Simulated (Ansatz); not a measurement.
The relaxed structure here is a generated cell of Be: the first start was made by placing the elements on the sites of a structure type, and the end was not matched to a known phase here, so it may be hypothetical. Known forms of Be include space group No. 194.

A relaxed cell of Be (P6/mmm (No. 191)), relaxed on a k-mesh at least as fine as the one used below. Method: PBE (plane waves to 420 eV, PAW, scalar-relativistic; Ansatz, a program for electronic structure). Γ-centred k-mesh 17×17×7 on the run's cell (coarser than for final values), Fermi–Dirac smearing 0.05 eV.

```
Be
1.0
    2.14375     0.00000     0.00000
   -1.07187     1.85654     0.00000
    0.00000     0.00000     4.90797
Be
2
Direct
  0.00000   0.00000   0.00000
  0.00000   0.00000   0.50000
```

The atoms are displaced along an unstable phonon of this cell by (Å):

```json
[
 {"atom": "Be1", "ux": "0.000", "uy": "0.150", "uz": "0.000"},
 {"atom": "Be2", "ux": "0.000", "uy": "-0.150", "uz": "0.000"}
]
```

**Question.** What forces (eV/Å) and pressure result?

**Answer.** 
```json
[
 {"atom": "Be1", "Fx": "0.00", "Fy": "0.31", "Fz": "0.00"},
 {"atom": "Be2", "Fx": "0.00", "Fy": "-0.31", "Fz": "0.00"}
]
```

Pressure -0.3 GPa.

**Question.** Estimate the energy cost of the displacement in the harmonic approximation and compare with the calculation.

**Answer.** For a harmonic well ΔE = −½ Σ F·u = -0.047 eV a cell, or -23 meV/atom. The calculated energy relative to the undisplaced cell is -0.03 eV/atom, so the harmonic estimate holds well.

The undisplaced cell is probably no minimum: from this displacement the run went on to P6₃/mmc (No. 194), 0.51 eV/atom below it.

No spin polarisation in the result.
